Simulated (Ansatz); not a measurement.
Consider the following.

Rb3ScCl6:
```yaml
crystal:
  lattice:
    - [0.00000, 5.57137, 5.57137]
    - [5.57137, 0.00000, 5.57137]
    - [5.57137, 5.57137, 0.00000]
  atoms:
    - { symbol: Rb, position: [0.75000, 0.75000, 0.75000] }
    - { symbol: Rb, position: [0.25000, 0.25000, 0.25000] }
    - { symbol: Rb, position: [0.50000, 0.50000, 0.50000] }
    - { symbol: Sc, position: [0.00000, 0.00000, 0.00000] }
    - { symbol: Cl, position: [0.77720, 0.22280, 0.22280] }
    - { symbol: Cl, position: [0.22280, 0.77720, 0.77720] }
    - { symbol: Cl, position: [0.22280, 0.77720, 0.22280] }
    - { symbol: Cl, position: [0.77720, 0.22280, 0.77720] }
    - { symbol: Cl, position: [0.22280, 0.22280, 0.77720] }
    - { symbol: Cl, position: [0.77720, 0.77720, 0.22280] }
```

This is the HSE06-relaxed structure.

All from DFT-HSE06 in the program Ansatz with PAW potentials, unless another level is named. Estimate the band gap.

5.73 eV (smallest direct gap 5.73 eV).

Predict the valence-band maximum.

at Γ.

And the conduction-band minimum?

at X (3 equivalent valleys).

Space group Fm-3m. The first step of the workflow began from a Materials Project structure, measured or hypothetical; the Crystallography Open Database files this formula in space group No. 225, but the cells were not matched. Whether it is the stable phase at ambient conditions was not checked. The cell was relaxed with HSE06 under the symmetry of its start; its stability against distortions is not shown here. No spin polarisation was allowed. The hybrid was solved on a coarse mesh, the path and, where they were found, the r²SCAN edge points; its band edges are the extreme levels among these. Spin–orbit coupling is left out wherever it is not named.

Potentials: the later of the program's two PAW sets.
